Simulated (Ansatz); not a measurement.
ZnSe:
```cif
data_SeZn
_chemical_formula_sum 'Se1 Zn1'
_space_group_name_H-M_alt 'P 1'
_space_group_IT_number 1
_cell_length_a 4.05386
_cell_length_b 4.05386
_cell_length_c 4.05386
_cell_angle_alpha 60.000
_cell_angle_beta 60.000
_cell_angle_gamma 60.000
loop_
_space_group_symop_operation_xyz
  'x, y, z'
loop_
_atom_site_label
_atom_site_type_symbol
_atom_site_fract_x
_atom_site_fract_y
_atom_site_fract_z
_atom_site_occupancy
Se1 Se 0.75000 0.75000 0.75000 1
Zn1 Zn 0.00000 0.00000 0.00000 1
```

Relaxed with PBE.

Tabulate the valence density and the electron localisation function along the shortest Se–Zn contact (2.48 Å), PBE (plane waves, PAW; program Ansatz).



| distance from Se (Å) | density (e/Å³) | ELF |
|---|---|---|
| 0.25 | 25.78 | 0.20 |
| 0.37 | 13.46 | 0.38 |
| 0.50 | 6.11 | 0.59 |
| 0.62 | 2.73 | 0.74 |
| 0.74 | 1.38 | 0.81 |
| 0.87 | 0.88 | 0.83 |
| 0.99 | 0.68 | 0.82 |
| 1.12 | 0.54 | 0.76 |
| 1.24 | 0.44 | 0.60 |
| 1.37 | 0.41 | 0.36 |
| 1.49 | 0.43 | 0.23 |
| 1.61 | 0.58 | 0.19 |
| 1.74 | 0.91 | 0.14 |
| 1.86 | 1.75 | 0.08 |
| 1.99 | 4.23 | 0.03 |
| 2.11 | 10.80 | 0.00 |
| 2.23 | 23.48 | 0.00 |

The density is the valence pseudo-density with augmentation charge, so density and ELF within about 1 Å of a nucleus are not all-electron values.

Space group F-43m (zinc blende). Symmetry was held in the PBE relaxation; phonons on a q-mesh show no instability.

Potentials: the later of the program's two PAW sets.
